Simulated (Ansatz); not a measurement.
Cs₂CaP₂O₇:
```yaml
crystal:
  lattice:
    - [5.16104, 2.97100, 0.00000]
    - [-5.16104, 2.97100, 0.00000]
    - [-3.52347, 0.00000, 6.50808]
  atoms:
    - { symbol: Cs, position: [0.78612, 0.21388, 0.33493] }
    - { symbol: Cs, position: [0.21586, 0.78414, 0.65561] }
    - { symbol: Ca, position: [0.00243, 0.99757, 0.99822] }
    - { symbol: P, position: [0.42861, 0.57139, 0.25672] }
    - { symbol: P, position: [0.58035, 0.41965, 0.74491] }
    - { symbol: O, position: [0.26029, 0.31204, 0.18970] }
    - { symbol: O, position: [0.68796, 0.73971, 0.18970] }
    - { symbol: O, position: [0.73028, 0.69924, 0.78152] }
    - { symbol: O, position: [0.30076, 0.26972, 0.78152] }
    - { symbol: O, position: [0.26944, 0.73056, 0.21635] }
    - { symbol: O, position: [0.74678, 0.25322, 0.84482] }
    - { symbol: O, position: [0.53562, 0.46438, 0.50339] }
```

Relaxed with r²SCAN.

### Question
Give the Bader charges and basin volumes of the independent atoms, the program Ansatz at the r²SCAN level (PAW).

### Answer


```tsv
atom	Bader charge (e)	Bader volume (Å³)
Cs1	+0.88	32.5
Cs2	+0.88	32.9
Ca3	+1.69	12.2
P4	+3.86	2.8
P5	+3.86	2.8
O6	-1.59	16.7
O8	-1.59	17.2
O10	-1.59	17.7
O11	-1.58	17.0
O12	-1.64	13.7
```

Space group Cm. The workflow started from a Materials Project entry (that database holds measured and hypothetical structures alike); the Crystallography Open Database copy checked does not list it. Its standing as an ambient phase is unchecked. Symmetry was held in the r²SCAN relaxation; its stability against distortions is not shown here. Scalar-relativistic: spin–orbit coupling is off unless named, which matters more the heavier the elements.

Potentials: the later of the program's two PAW sets.
